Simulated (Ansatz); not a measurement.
Relaxed Al (fcc, Cu type):

```
Al
1.0
    4.03999     0.00000     0.00000
    0.00000     4.03999     0.00000
    0.00000     0.00000     4.03999
Al
4
Cartesian
  0.00000   0.00000   0.00000
  2.01999   2.01999   0.00000
  2.01999   0.00000   2.01999
  0.00000   2.01999   2.01999
```

Two-dimensional scan of atom 3 (Al, nearest neighbour Al at 2.857 Å; its periodic images, 4.0 Å or more away, move with it): u runs along (0.707, 0.707, 0.000), v along (0.000, 0.000, 1.000) (Cartesian). Cell and other atoms are fixed.

Method: PBE (plane waves to 420 eV, PAW, scalar-relativistic; Ansatz, a quantum-chemistry and plane-wave program). k mesh 9×9×9 (Γ-centred), Fermi-Dirac smearing 0.05 eV. The energy includes the smearing's −TS. With partly filled bands, energies and forces of such displacements shift with the k mesh and the smearing. On this mesh the relaxed cell isn't quite at rest: it carries a pressure of 0.2 GPa (compression positive) at the zero of the scan. Al was relaxed with its symmetry unable to fall. The PAW data are Ansatz's earlier set. The zero of ΔE is the undisplaced structure. Axes are in Å.

Problem. What ΔE (meV/cell) does the calculation give at all points of the grid u = -0.430, -0.215, 0.000, 0.215, 0.430 by v = -0.430, -0.215, 0.000, 0.215, 0.430?

Solution. ΔE (meV/cell), with u across and v down:

```tsv
v \ u	-0.430	-0.215	0.000	0.215	0.430
-0.430	1047	576	427	576	1047
-0.215	603	217	102	217	603
0.000	463	104	0	104	463
0.215	603	217	102	217	603
0.430	1047	576	427	576	1047
```

(A displaced cell: forces are minus the slopes of the energy, force constants its curvatures, and phonons follow from these.)
